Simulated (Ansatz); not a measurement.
Relaxed-ion elastic tensor of NbSi₂ in space group P6_222 (No. 180; Nb on 3d, Si on 6j) in GPa (Voigt order), DFT-PBEsol in the program Ansatz with PAW potentials; density 5.74 g/cm³, 14.38 Å³ per atom.

```
 373  73.2  85.2   0.0   0.0   0.0
73.2   373  85.2   0.0   0.0   0.0
85.2  85.2   461   0.0   0.0   0.0
 0.0   0.0   0.0   138   0.0   0.0
 0.0   0.0   0.0   0.0   138   0.0
 0.0   0.0   0.0   0.0   0.0   150
```

Problem. Is the crystal mechanically stable?

Solution. Yes: the smallest eigenvalue of C is 138 GPa.

Problem. Work out the Voigt, Reuss and Hill averages.

Solution. K_V = 188, K_R = 186, K_H = 187; G_V = 149, G_R = 148, G_H = 149 GPa.

Problem. Give Young's modulus, Poisson's ratio, Pugh's ratio and the universal anisotropy index.

Solution. E = 9KG/(3K + G) = 353 GPa; ν = 0.19; K/G = 1.26 (brittle by the Pugh limit of 1.75); A_U = 5G_V/G_R + K_V/K_R − 6 = 0.05.

Problem. Estimate the sound speeds and the Debye temperature.

Solution. v_l = √((K + 4G/3)/ρ) = 8200 m/s, v_t = √(G/ρ) = 5090 m/s, mean 5610 m/s; Θ = (h/k)(3n/4πV)^(1/3) v_m = 687 K.

Problem. How much does each axis shrink under pressure?

Solution. Linear compressibilities β_i = Σ_j S_ij (j = 1 to 3): x 2.0, y 2.0, z 1.4 per TPa.

The cell was relaxed with PBEsol under the symmetry of its start; of distortions, only those at the zone centre were tested. No spin polarisation was allowed. As this level gives no gap, shear constants depend on the k-mesh and smearing (Fermi–Dirac, 0.1 eV here).

Potentials: the later of the program's two PAW sets.
